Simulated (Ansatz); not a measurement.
Consider the following.

Ti$_{4}$Si$_{7}$Ni$_{4}$:
```xyz
30
Lattice="-6.2490 6.2490 2.4571 6.2490 -6.2490 2.4571 6.2490 6.2490 -2.4571" Properties=species:S:1:pos:R:3 pbc="T T T"
Ti     6.2490     3.8698     0.0000
Ti     0.0000     2.3792     2.4571
Ti     2.3792     0.0000     2.4571
Ti     3.8698     6.2490     0.0000
Ti     4.5655    -4.5655     2.4571
Ti    -4.5655     4.5655     2.4571
Ti     4.5655     4.5655     2.4571
Ti     1.6835     1.6835     0.0000
Si     0.0000     0.0000     1.2236
Si     0.0000     0.0000     3.6906
Si     0.0000     3.6238     0.0000
Si     0.0000     8.8742     0.0000
Si     8.8742     0.0000     0.0000
Si     3.6238     0.0000     0.0000
Si    -2.5651     2.5651     2.4571
Si     2.5651    -2.5651     2.4571
Si     3.6839     3.6839     0.0000
Si     2.5651     2.5651     2.4571
Si     6.2490     1.1683     0.0000
Si     0.0000     5.0807     2.4571
Si     5.0807     0.0000     2.4571
Si     1.1683     6.2490     0.0000
Ni    -1.8571     4.3920     1.2286
Ni     8.1061     1.8571     1.2286
Ni     8.1061    -1.8571     1.2286
Ni    -1.8571     8.1061     1.2286
Ni     1.8571     8.1061     1.2286
Ni     4.3920    -1.8571     1.2286
Ni     4.3920     1.8571     1.2286
Ni     1.8571     4.3920     1.2286
```

This is the r²SCAN-relaxed structure.

**Question.** All from plane-wave PAW r²SCAN (Ansatz code), unless another level is named. Give the electronic character.

**Answer.** metallic (no gap).

**Question.** Predict the formation energy from the elements (no fitted shifts).

**Answer.** -0.72 eV/atom.

**Question.** And the density of states at the Fermi level?

**Answer.** 0.52 states/eV per atom (mean over ±0.08 eV).

Space group I4/mmm. The workflow started from a Materials Project entry (that database holds measured and hypothetical structures alike); the Crystallography Open Database copy checked does not list it. Its standing as an ambient phase is unchecked. The cell was relaxed with r²SCAN under the symmetry of its start; whether a distortion lowers the energy is not shown. No spin polarisation was allowed. The references are the lowest solids computed at this level, not always the standard phases.

Potentials: the later of the program's two PAW sets.
